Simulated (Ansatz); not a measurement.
Calculated N-14 nuclear quadrupole resonance for Ca5Ir2N6

Cell: a computed structure from the Materials Project (it need not be an observed phase), atoms as given.

Space group C2/c (No. 15); a = 10.0595, b = 6.7274, c = 12.4610 Å, β = 103.94°.

| site | Wyckoff | site symmetry | x | y | z |
| --- | --- | --- | --- | --- | --- |
| Ca1 | 4e | 2 | 0.5000 | 0.8744 | 0.7500 |
| Ca3 | 8f | 1 | 0.5597 | 0.2431 | 0.0008 |
| Ca7 | 8f | 1 | 0.1615 | 0.8774 | 0.7235 |
| Ir | 8f | 1 | 0.7681 | 0.0662 | 0.5531 |
| N15 | 8f | 1 | 0.6342 | 0.0391 | 0.6403 |
| N19 | 8f | 1 | 0.2911 | 0.9938 | 0.5953 |
| N23 | 8f | 1 | 0.9562 | 0.0395 | 0.6275 |

One atom of each set is listed; the run and its k-mesh use a cell of 26 atoms with edges of 6.05, 6.05, 12.46 Å.

All values are calculated (Ansatz; DFT, PBE, plane waves and PAW, scalar-relativistic, collinear spin, 420 eV cutoff, Γ-centred 6×6×3 k-points, Fermi–Dirac smearing 0.05 eV), not measured. Start moments as typed (μB): 1 on each Ir, none on the rest.

N-14: I = 1, Q = 20.44 mb (year-2017 value). Static lattice, zero field.

**Question.** At which frequencies do the N-14 NQR lines lie?

**Answer.** For I = 1 the lines are ν± = (3/4)|C_Q|(1 ± η/3) and ν₀ = |C_Q|η/2.

| site | atoms | V_zz (10²¹ V/m²) | C_Q (MHz) | η | line frequencies (MHz) |
| --- | --- | --- | --- | --- | --- |
| N15 | 4 | -3.67 | -1.81 | 0.53 | 0.483, 1.12, 1.60 |
| N19 | 4 | 1.34 | 0.662 | 0.84 | 0.279, 0.357, 0.636 |
| N23 | 4 | -3.15 | -1.56 | 0.44 | 0.339, 0.998, 1.34 |

The largest force is 0.3 eV/Å, so the atoms aren't at the calculated equilibrium and relaxing them would move these values. With no gap above 0.1 eV, as in a metal, the gradients converge slowly in k; expect changes of a tenth or more on a denser mesh. Without spin–orbit coupling the gradients at and beside Ir can be off by some per cent, at some sites by more. Semilocal functionals make gaps too small and can close them, so the real compound need not be a metal. The start moments die out, and the run ends without spin.
